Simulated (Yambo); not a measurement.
## Ba2OsH6: sweep of GW parameters

G0W0@PBEsol for Ba2OsH6 (space group Fm-3m, No. 225) in Yambo. Reference settings: 2×2×2 Γ-centred k mesh, bands 5 to 188 and a 7 Ry block in the screening, 188 bands in G with the Bruneval-Gonze terminator, plasmon pole fitted at 27.2 eV. The PBEsol gap Γ → X on this mesh is 1.85 eV; G0W0 gaps are taken between the same points.

| change from the reference | G0W0 gap Γ → X (eV) | shift of the valence edge (eV) | rough Yambo cost |
|---|---|---|---|
| reference settings | 2.80 | -0.24 | 1 |
| 69 bands in W, 69 bands in G | 2.74 | 0.13 | about 1/2 |
| 120 bands in W, 120 bands in G | 2.76 | -0.11 | within a factor of two |
| 69 bands in G | 2.78 | -0.15 | – |
| 120 bands in G | 2.79 | -0.21 | – |
| 87 bands in W | 2.75 | -0.04 | within a factor of two |
| 1 Ry block | 2.66 | 0.05 | within a factor of two |
| 3 Ry block | 2.68 | -0.11 | within a factor of two |
| 6 Ry block | 2.79 | -0.23 | within a factor of two |
| pole fitted at 55 eV | 2.83 | -0.33 | – |
| no random integration | 2.72 | 0.02 | – |
| 69 bands in G, no terminator | 2.58 | 0.54 | – |
| 120 bands in G, no terminator | 2.67 | 0.14 | – |
| no terminator | 2.75 | -0.08 | – |

The reference isn't shown to be the converged limit. Costs are rough (shared machines), scaled to the same edge states, and given only for runs that recompute the screening.

Spin-orbit coupling is left out, which matters for elements this heavy: edges can move by tenths of an eV.

Geometry of the Materials Project entry, not relaxed at this level; primitive cell a = b = c = 5.722 Å, α = β = γ = 60.00°.

The structure is a Materials Project entry; no match was found in the copy of COD used, and its stability was not checked.

A shift is the quasiparticle energy of the state minus its PBEsol energy.
